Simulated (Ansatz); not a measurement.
Formation energy of NiAs-type ReBi

The computed numbers are results of PBE, scalar-relativistic (no spin polarisation) in the plane-wave PAW code Ansatz at 420 eV, 10×10×6 k-mesh, Gaussian smearing of 0.05 eV. The datasets are Ansatz's generated set soft_2.

The structure was built from a prototype; whether the compound forms in it isn't claimed.

Symmetry: P6_3/mmc, No. 194, hexagonal system. Conventional cell: a = 4.561 Å, b = 4.561 Å, c = 5.053 Å, α = 90.00°, β = 90.00°, γ = 120.00°. Around Re (site symmetry -3m) lie 2 Re at 2.53 Å. Bi (site symmetry -6m2) is surrounded by 6 Re at 2.92 Å. (Shells end 15 % past the nearest neighbour.)

The elements were computed in their standard states with the same datasets, cutoff and functional. Absolute energies hang on the potentials; compare differences alone.

Energy of the relaxed cell (4 atoms, smearing extrapolated to zero): -46525.840 eV. Elements, in eV/atom: Re -10868.076, Bi -12396.551.

Q: What is the formation energy?

A: [-46525.840 − (2 × -10868.076 + 2 × -12396.551)] / 4 = 0.85 eV/atom, or 82 kJ per mole of atoms.

The value is for 0 K, without zero-point energy. A positive value means that this structure is unstable even against the elements at this level.

Spin–orbit coupling, which matters for such heavy elements, is left out.
